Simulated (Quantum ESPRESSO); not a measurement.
# Si6AlP: a curve over one atom's position

Simulated, not a measurement. The program is pw.x of Quantum ESPRESSO 7.5 (plane-wave density functional theory). The cell is made up: 8 atoms on a zincblende/diamond lattice, with randomly drawn elements, strain and displacements, not relaxed. PseudoDojo standard norm-conserving files (v0.5 for PBE, v0.4.1 for LDA and PBEsol) set the functional; there is no spin polarisation, spin-orbit coupling or dispersion term, and the masses in the input are unused placeholders.

Seven runs move atom 1 (Si, counted in the order of the input) along y and keep all else fixed.

Input of the run at -0.0073:

```
&control calculation='scf', pseudo_dir='./dojo.nc.sr.pbe.v0_5.standard.upf', outdir='./o', disk_io='low', tprnfor=.true., tstress=.true. /
&system ibrav=0, nat=8, ntyp=3, nbnd=26, ecutwfc=44.02568797, nosym=.true., tot_charge=0,
 occupations='smearing', smearing='fd', degauss=0.0073498644
/
&electrons conv_thr=7.350e-09, electron_maxstep=60, /
ATOMIC_SPECIES
Al 1.0 Al.upf
P 1.0 P.upf
Si 1.0 Si.upf
CELL_PARAMETERS angstrom
5.3152 0.0 0.0
0.0 5.3152 0.0
0.0 0.0 5.3152
ATOMIC_POSITIONS angstrom
Si 0.0185 0.0448 0.0432
Si -0.084 2.746 2.6591
Si 2.6479 0.0484 2.6478
Si 2.6304 2.6689 0.0112
Al 1.2713 1.3233 1.3502
Si 1.3528 4.0128 3.9957
Si 4.0336 1.3462 3.9677
P 4.0369 3.9768 1.2741
K_POINTS automatic
6 6 6 1 1 1
```

| shift of atom 1 along y (Å) | free energy less that of the input shown (eV) | Fx on atom 1 (eV/Å) | Fy on atom 1 (eV/Å) | Fz on atom 1 (eV/Å) | pressure (GPa) | iterations |
| --- | --- | --- | --- | --- | --- | --- |
| -0.0767 | -0.0321 | -0.350 | 0.084 | -1.221 | 10.59 | 10 |
| -0.0553 | -0.0302 | -0.407 | -0.253 | -1.270 | 10.60 | 10 |
| -0.0441 | -0.0264 | -0.437 | -0.429 | -1.296 | 10.60 | 10 |
| -0.0073 | 0.0000 | -0.536 | -1.006 | -1.385 | 10.66 | 10 |
| +0.0184 | 0.0310 | -0.606 | -1.404 | -1.451 | 10.71 | 10 |
| +0.0277 | 0.0447 | -0.632 | -1.547 | -1.476 | 10.74 | 10 |
| +0.0627 | 0.1082 | -0.728 | -2.079 | -1.572 | 10.85 | 10 |

A cubic fit gives dFy/dy = -15.54 eV/Å² at zero shift. Across the table the free energy follows the integral of the force to within 0.1 meV. A rerun of one of the cells at 838 eV and a 8 x 8 x 8 mesh moved values by no more than 0.002 eV in energy, 0.02 GPa in stress and 0.003 eV/Å in force.